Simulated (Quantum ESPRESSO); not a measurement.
## Band energies of MgZnO$_{2}$

```
CELL_PARAMETERS angstrom
      3.26252     0.00000     0.00000
     -1.63126     2.82543     0.00000
      0.00000     0.00000     5.11998
ATOMIC_POSITIONS crystal
  O  0.33333 0.66667 0.88496
  O  0.66667 0.33333 0.38813
  Mg 0.33333 0.66667 0.49618
  Zn 0.66667 0.33333 0.00272
```

norm-conserving PBEsol (Quantum ESPRESSO, 84 Ry, no spin-orbit coupling); path ΓMKΓALHA,LM,KH; energies in eV from the valence-band maximum.

```
k (1/Å)  point  band 17  band 18  band 19  band 20  band 21  band 22  band 23  band 24
-------  -----  -------  -------  -------  -------  -------  -------  -------  -------
0.00         Γ    -1.32    -1.32    -0.20     0.00     0.00     1.76     6.77     8.94
0.67              -2.83    -2.05    -1.72    -0.70    -0.55     4.68     8.21     8.56
1.11         M    -2.82    -2.54    -2.01    -1.29    -0.80     6.56     7.18     7.76
1.33              -2.81    -2.51    -2.19    -1.34    -0.99     6.90     7.35     7.75
1.75         K    -3.65    -2.42    -1.99    -1.64    -1.62     7.65     8.03     8.04
1.97              -3.35    -2.40    -2.26    -1.53    -1.31     7.17     7.72     8.33
2.61              -2.09    -1.61    -1.18    -0.44    -0.29     3.41     7.93     8.66
3.04         Γ    -1.32    -1.32    -0.20     0.00     0.00     1.76     6.77     8.94
3.28              -1.29    -1.29    -0.68    -0.02    -0.02     2.43     6.28     9.44
3.65         A    -1.37    -1.23    -1.23    -0.06    -0.06     3.91     5.01    11.26
3.95              -1.84    -1.30    -1.16    -0.47    -0.24     4.43     5.41    10.59
4.56              -2.94    -1.68    -1.67    -1.01    -0.79     6.00     6.40     8.86
4.76         L    -3.00    -1.74    -1.67    -1.08    -0.78     6.08     6.49     8.75
5.19              -3.06    -2.47    -1.97    -1.21    -0.78     7.16     7.52     8.77
5.41         H    -3.21    -2.63    -2.12    -1.18    -0.79     7.72     8.21     8.56
5.77              -3.02    -2.16    -1.76    -1.27    -0.76     6.72     6.89     9.04
6.32              -1.98    -1.35    -1.16    -0.58    -0.35     4.63     5.56    10.36
6.69         A    -1.37    -1.23    -1.23    -0.06    -0.06     3.91     5.01    11.26
6.69         L    -3.00    -1.74    -1.67    -1.08    -0.78     6.08     6.49     8.75
6.79              -2.99    -1.76    -1.73    -1.05    -0.80     6.05     6.58     8.70
7.30         M    -2.82    -2.54    -2.01    -1.29    -0.80     6.56     7.18     7.76
7.30         K    -3.65    -2.42    -1.99    -1.64    -1.62     7.65     8.03     8.04
7.92         H    -3.21    -2.63    -2.12    -1.18    -0.79     7.72     8.21     8.56
```

The PBEsol gap is direct, 1.76 eV at Γ.

Geometry relaxed with PBEsol.

The structure is a Materials Project entry; no match was found in the copy of COD used, and its stability was not checked.
